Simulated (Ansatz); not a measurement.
Relaxation of a generated trial cell of ZnNi in the AFLOW prototype AB_oP8_57_d_d (as in TlF); 8 atoms in the cell, which starts as Pbcm (No. 57), oP8; a = 5.0132 Å, b = 4.5140 Å, c = 4.2627 Å, α = 90.00°, β = 90.00°, γ = 90.00°. Level of theory: PBE (plane waves to 420 eV, PAW, scalar-relativistic; Ansatz, an electronic-structure program). Γ-centred k-mesh 7×7×8 on the run's cell (coarser than for final values), Fermi–Dirac smearing 0.05 eV. This is the first round of the run. Spin-polarised start, with parallel moments on Ni.

The optimiser's lines from the output (shortened; P is positive under compression):

```
relax step   1: F+E_penalty+E_count = -36628.82302281 eV  Δ(F+E_penalty+E_count) = +0.000e0 eV  max|allowed force component| = 7.133e0 eV/Å  Δτ_max = 0.0000 Å  P = +46.449 GPa  Ω = 96.463 Å³  (16 SCF iters, dr2 threshold 1.00e-7 eV, accepted)
relax step   2: F+E_penalty+E_count = -36633.57226199 eV  Δ(F+E_penalty+E_count) = -4.749e0 eV  max|allowed force component| = 3.024e0 eV/Å  Δτ_max = 0.1945 Å  P = +16.791 GPa  Ω = 98.631 Å³  (11 SCF iters, dr2 threshold 8.00e-7 eV, accepted)
relax step   3: F+E_penalty+E_count = -36635.38098680 eV  Δ(F+E_penalty+E_count) = -1.809e0 eV  max|allowed force component| = 1.323e0 eV/Å  Δτ_max = 0.1959 Å  P = +5.990 GPa  Ω = 98.088 Å³  (10 SCF iters, dr2 threshold 8.00e-7 eV, accepted)
relax step   4: F+E_penalty+E_count = -36636.10885094 eV  Δ(F+E_penalty+E_count) = -7.279e-1 eV  max|allowed force component| = 3.528e-1 eV/Å  Δτ_max = 0.1844 Å  P = -2.412 GPa  Ω = 100.674 Å³  (12 SCF iters, dr2 threshold 8.00e-7 eV, accepted)
relax step   5: F+E_penalty+E_count = -36636.16714748 eV  Δ(F+E_penalty+E_count) = -5.830e-2 eV  max|allowed force component| = 6.790e-2 eV/Å  Δτ_max = 0.0478 Å  P = +3.679 GPa  Ω = 95.579 Å³  (11 SCF iters, dr2 threshold 8.00e-7 eV, accepted)
relax step   6: F+E_penalty+E_count = -36636.19231769 eV  Δ(F+E_penalty+E_count) = -2.517e-2 eV  max|allowed force component| = 8.595e-2 eV/Å  Δτ_max = 0.0135 Å  P = -0.975 GPa  Ω = 98.611 Å³  (11 SCF iters, dr2 threshold 8.00e-7 eV, accepted)
relax step   7: F+E_penalty+E_count = -36636.19734794 eV  Δ(F+E_penalty+E_count) = -5.030e-3 eV  max|allowed force component| = 7.080e-3 eV/Å  Δτ_max = 0.0085 Å  P = +0.007 GPa  Ω = 98.022 Å³  (10 SCF iters, dr2 threshold 8.00e-7 eV, accepted)
relax step   8: F+E_penalty+E_count = -36636.19841527 eV  Δ(F+E_penalty+E_count) = -1.067e-3 eV  max|allowed force component| = 6.777e-3 eV/Å  Δτ_max = 0.0000 Å  P = -0.044 GPa  Ω = 98.022 Å³  stress off target by 5.03e-2 GPa  SCF on the basis re-selected at this cell (its energy is not comparable with the rows above)  (12 SCF iters)
relax step   9: F+E_penalty+E_count = -36636.19846359 eV  Δ(F+E_penalty+E_count) = -4.832e-5 eV  max|allowed force component| = 2.604e-4 eV/Å  Δτ_max = 0.0010 Å  P = -0.001 GPa  Ω = 97.982 Å³  (9 SCF iters, dr2 threshold 6.32e-9 eV, accepted)
relax step  10: F+E_penalty+E_count = -36636.19843732 eV  Δ(F+E_penalty+E_count) = +2.627e-5 eV  max|allowed force component| = 2.549e-4 eV/Å  Δτ_max = 0.0000 Å  P = -0.001 GPa  Ω = 97.982 Å³  stress off target by 4.81e-3 GPa  SCF on the basis re-selected at this cell (its energy is not comparable with the rows above)  (8 SCF iters)
```

From the first to the last row the energy changes by -0.92 eV/atom and the volume by +1.6 %. The last row is marked as not comparable with the walk above it, whose basis was carried along; it does compare with step 1, since both stand on a basis selected at the nominal cutoff for their own cell.

Later rounds, restarted from the end of this one on a renewed k-mesh, logged 4 more steps and released under 0.01 eV/atom more. The final structure after all rounds: Pbcm (No. 57), oP8; a = 5.137 Å, b = 4.502 Å, c = 4.237 Å, α = 90.00°, β = 90.00°, γ = 90.00°. Between re-selections the logged energies stand on a plane-wave basis carried along with the cell. No spin polarisation in the result: the starting moments vanished. A magnetic state may lie lower.

The run could not lose the symmetry of its start; a randomly shaken copy of 8 atoms returns to this structure.

The relaxed structure here is a generated cell of ZnNi: the first start was made by placing the elements on the sites of a structure type, and the end was not matched to a known phase here, so it may be hypothetical.
